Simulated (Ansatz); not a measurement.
ZnS in space group P4/nmm (No. 129; Zn on 2c, S on 2a) at seven volumes, LDA (plane waves, PAW; program Ansatz), shape and atoms relaxed at each. One row is withheld.

```tsv
V (Å³/atom)	P (GPa)
20.111	1.36
20.774	0.73
21.437	0.33
22.100	0.00
22.763	-0.22
23.426	-0.35
24.088	?
```

Q: Fit the shown pressures and predict the withheld one.

A: P = (3/2)B₀(x^(7/2) − x^(5/2))[1 + (3/4)(B′ − 4)(x − 1)] with x = (V₀/V)^(2/3). Least squares on the six rows gives V₀ = 22.097 Å³/atom, B₀ = 8.7 GPa, B′ = 11.69. At V = 24.088, x = 0.9441 and P = -0.43 GPa. The run itself gave -0.45 GPa.

The cell is a constructed one: a structure type filled with these elements; neither database checked (COD, Materials Project) lists it. It is not the phase usual at ambient conditions (space group No. 186, 216). The cell was relaxed with LDA under the symmetry of its start. At this level the phase is dynamically unstable (imaginary phonons). A crystal of weakly bound layers computed without a dispersion correction: the cell and the soft elastic constants depend strongly on that.

Potentials: the later of the program's two PAW sets.
